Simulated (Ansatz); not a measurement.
**Quadrupolar parameters in MgAu₄Se₄Cl₄O₁₂**

The cell is a computed structure from the Materials Project (it need not be an observed phase), taken as it stands.

```cif
data_structure
_symmetry_space_group_name_H-M 'P 1'
_symmetry_Int_Tables_number 1
_cell_length_a 4.9137
_cell_length_b 10.2425
_cell_length_c 11.2238
_cell_angle_alpha 101.471
_cell_angle_beta 93.625
_cell_angle_gamma 90.369
_cell_volume 552.38
loop_
_atom_site_label
_atom_site_type_symbol
_atom_site_fract_x
_atom_site_fract_y
_atom_site_fract_z
_atom_site_occupancy
Mg1 Mg 0.47027 0.73889 0.83935 1
Se2 Se 0.24824 0.14625 0.27892 1
Se3 Se 0.82706 0.24435 0.90197 1
Se4 Se 0.15406 0.70225 0.10221 1
Se5 Se 0.90114 0.85989 0.70467 1
Au6 Au 0.99418 0.41066 0.17588 1
Au7 Au 0.00764 0.97592 0.00615 1
Au8 Au 0.92482 0.56668 0.82355 1
Au9 Au 0.97634 0.02779 0.49962 1
Cl10 Cl 0.55529 0.54086 0.68347 1
Cl11 Cl 0.31550 0.51696 0.32171 1
Cl12 Cl 0.71667 0.83453 0.43060 1
Cl13 Cl 0.23662 0.22039 0.55906 1
O14 O 0.30604 0.04470 0.13859 1
O15 O 0.25867 0.65432 0.95140 1
O16 O 0.97303 0.24433 0.24738 1
O17 O 0.89716 0.81227 0.07711 1
O18 O 0.92018 0.57552 0.10329 1
O19 O 0.09590 0.13767 0.94081 1
O20 O 0.71119 0.31585 0.04601 1
O21 O 0.23243 0.84054 0.74381 1
O22 O 0.04182 0.02646 0.32405 1
O23 O 0.05324 0.35166 0.86852 1
O24 O 0.75424 0.89543 0.85382 1
O25 O 0.90049 0.02210 0.67566 1
```

Sites (sets of like atoms) are named by element and the number of their first atom in this list.

The numbers come from a DFT calculation in Ansatz (PBE, plane waves and PAW, scalar-relativistic, 420 eV cutoff, Γ-centred 6×3×3 k-points, Fermi–Dirac smearing 0.05 eV).

C_Q = eQV_zz/h, which is 24.18 MHz for Q = 1 b and V_zz = 10²¹ V/m²; η = (V_xx − V_yy)/V_zz. ν_Q = 3|C_Q|/[2I(2I − 1)].

²⁵Mg: I = 5/2, Q = 199.4 mb; 197Au: I = 3/2, Q = 547.0 mb; ³⁵Cl: I = 3/2, Q = -81.12 mb; ¹⁷O: I = 5/2, Q = -25.58 mb. Q values from Pyykkö, Mol. Phys. 116, 1328 (2018).

```csv
site,atoms (order as listed),first shell,C_Q (MHz),η,ν_Q (MHz)
Mg,1,"3 O at 1.98–2.09 Å, 1 Cl at 2.46 Å; also 1 O at 3.25 Å",7.53,0.81,1.13
Au6,6,"3 O at 2.03–2.04 Å, 1 Cl at 2.30 Å",173,0.36,86.6
Au7,7,4 O at 2.00–2.08 Å; also 1 O at 3.26 Å,76.1,0.41,38.0
Au8,8,"2 O at 2.17–2.43 Å, 1 Cl at 2.30 Å; also 1 O at 3.12 Å",313,0.32,157
Au9,9,"2 O at 2.01–2.05 Å, 2 Cl at 2.30–2.32 Å",156,0.67,78.2
Cl10,10,"1 Au at 2.30 Å, 1 Mg at 2.46 Å, angle 73°",-38.4,0.45,19.2
Cl11,11,1 Au at 2.30 Å,-56.7,0.02,28.4
Cl12,12,1 Au at 2.32 Å; also 1 Se at 3.11 Å,-56.3,0.11,28.1
Cl13,13,1 Au at 2.30 Å; also 1 Se at 3.09 Å,-57.1,0.11,28.5
O14,14,"1 Se at 1.75 Å, 1 Au at 2.04 Å, angle 124°",-9.25,0.86,1.39
O15,15,"1 Se at 1.78 Å, 1 Mg at 2.00 Å, 1 Au at 2.17 Å",-7.68,0.71,1.15
O16,16,"1 Se at 1.75 Å, 1 Au at 2.03 Å, angle 126°",-9.10,0.99,1.36
O17,17,"1 Se at 1.74 Å, 1 Au at 2.08 Å, angle 117°; also 1 Mg at 3.25 Å",8.59,0.98,1.29
O18,18,"1 Se at 1.73 Å, 1 Au at 2.04 Å, angle 125°; also 1 Au at 3.12 Å",-9.02,0.85,1.35
O19,19,"1 Se at 1.81 Å, 1 Au at 2.00 Å, angle 120°",10.3,0.90,1.55
O20,20,"1 Se at 1.77 Å, 1 Au at 2.04 Å, angle 117°",-8.69,0.93,1.30
O21,21,"1 Se at 1.68 Å, 1 Mg at 1.98 Å, angle 141°; also 1 Au at 3.26 Å",-8.48,0.20,1.27
O22,22,"1 Se at 1.76 Å, 1 Au at 2.01 Å, angle 123°",-9.07,0.95,1.36
O23,23,1 Se at 1.67 Å; also 1 Au at 2.43 Å,-8.72,0.47,1.31
O24,24,"1 Se at 1.84 Å, 1 Au at 2.08 Å, 1 Mg at 2.09 Å",-8.37,0.93,1.26
O25,25,"1 Se at 1.76 Å, 1 Au at 2.05 Å, angle 113°",9.79,0.76,1.47
```

At Cl11, Cl12 and Cl13 V_zz points along its bond to Au (within 3°) in each case. At Au8 V_zz stands upright on the plane through its three neighbours (within 9°). At Cl10 V_zz points along the shorter of its two bonds, to Au (within 4°).

Se has no stable isotope with a ground-state quadrupole moment in the table, so these sites are left out.

The largest force is 0.3 eV/Å, so the atoms aren't at the calculated equilibrium and relaxing them would move these values. Spin–orbit coupling is left out, which shifts gradients on Au by a few per cent in wide-gap crystals, and can shift them far more where the calculated gap is small or absent, as here. Where η is near 1 the sign of V_zz means little.

Hardware: 2 threads of Intel Xeon Processor @ 2.50GHz (Skylake/Cascade Lake) (x86_64; 62 cores open to the job, memory cap 5.0 GiB, no GPU), a shared host with a load of 0.8 a core. Wall time 7 min, CPU time 13 min, peak memory 2.2 GiB.
